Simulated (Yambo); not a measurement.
Yambo input for Cs₂PtH₆ (space group Fm-3m, No. 225) (a = b = c = 6.344 Å, α = β = γ = 60.00°), on norm-conserving PBEsol (Quantum ESPRESSO, 84 Ry, scalar-relativistic) wavefunctions on a 4×4×4 mesh:

```
optics
chi
dipoles
kernel
FFTGvecs= 40 Ry
Chimod= "HARTREE"
NGsBlkXd= 3 Ry
% QpntsRXd
 1 | 1 |
%
% BndsRnXd
 5 | 126 |
%
GrFnTpXd= "R"
% EnRngeXd
 0.0 | 20.0 | eV
%
% DmRngeXd
 0.2 | 0.2 | eV
%
CGrdSpXd= 50
ETStpsXd= 161
% LongDrXd
 1.0 | 0.0 | 0.0 |
%
% XfnQP_E
 2.224 | 1.0 | 1.0 |
%
```

First lines of the file o-*.eps_q1_inv_rpa_dyson:

```
Absorption @ Q(1):   1.00000000     0.00000000     0.00000000    [q->0 direction]
#
# [ X ] Hartree size     :  137
# [GEN] GF Energies     : Perdew, Burke & Ernzerhof SOL(X)+Perdew, Burke & Ernzerhof SOL(C)+ user defined corrections @E
# [GEN] Green`s Function     : Retarded
#
# [GEN] Gauge     : Length
# [GEN] [r,Vnl] included     : yes
#
#    E[1] [eV]     Im(eps)     Re(eps)     Im(eps_o)     Re(eps_o)
#
     0.000000     -0.67986E-10     2.320561     -0.19842E-18     2.853624
     0.125000     0.545146E-3     2.320731     0.948962E-3     2.853920
     0.250000     0.001092     2.321241     0.001900     2.854808
     0.375000     0.001640     2.322093     0.002857     2.856291
     0.500000     0.002193     2.323288     0.003822     2.858373
     0.625000     0.002750     2.324830     0.004797     2.861059
     0.750000     0.003314     2.326721     0.005785     2.864357
     0.875000     0.003885     2.328966     0.006789     2.868276
     1.000000     0.004466     2.331570     0.007813     2.872827
     1.125000     0.005057     2.334539     0.008859     2.878023
     1.250000     0.005659     2.337880     0.009930     2.883878
     1.375000     0.006276     2.341602     0.011031     2.890410
     1.500000     0.006908     2.345712     0.012165     2.897638
     1.625000     0.007557     2.350222     0.013337     2.905584
     1.750000     0.008225     2.355142     0.014551     2.914273
     1.875000     0.008915     2.360485     0.015811     2.923732
     2.000000     0.009628     2.366265     0.017124     2.933992
     2.125000     0.010368     2.372498     0.018496     2.945087
     2.250000     0.011137     2.379200     0.019932     2.957055
     2.375000     0.011937     2.386391     0.021441     2.969940
     2.500000     0.012773     2.394091     0.023031     2.983787
     2.625000     0.013649     2.402324     0.024712     2.998651
     2.750000     0.014567     2.411114     0.026494     3.014590
     2.875000     0.015534     2.420491     0.028388     3.031670
     3.000000     0.016553     2.430486     0.030410     3.049966
     3.125000     0.017632     2.441132     0.032574     3.069559
     3.250000     0.018777     2.452469     0.034900     3.090544
     3.375000     0.019994     2.464539     0.037408     3.113026
     3.500000     0.021295     2.477391     0.040124     3.137125
     3.625000     0.022687     2.491078     0.043076     3.162976
     3.750000     0.024184     2.505660     0.046301     3.190735
     3.875000     0.025798     2.521206     0.049839     3.220580
     4.000000     0.027547     2.537792     0.053740     3.252718
```
(The file goes on to the top of the energy range.) Convergence of the RPA response with its 4×4×4 mesh was not tested. The scissor comes from a G0W0 run whose convergence isn't established.

Spin-orbit coupling is not included.

Geometry of the Materials Project entry, not relaxed at this level.

The structure is a Materials Project entry; no match was found in the copy of COD used, and its stability was not checked.
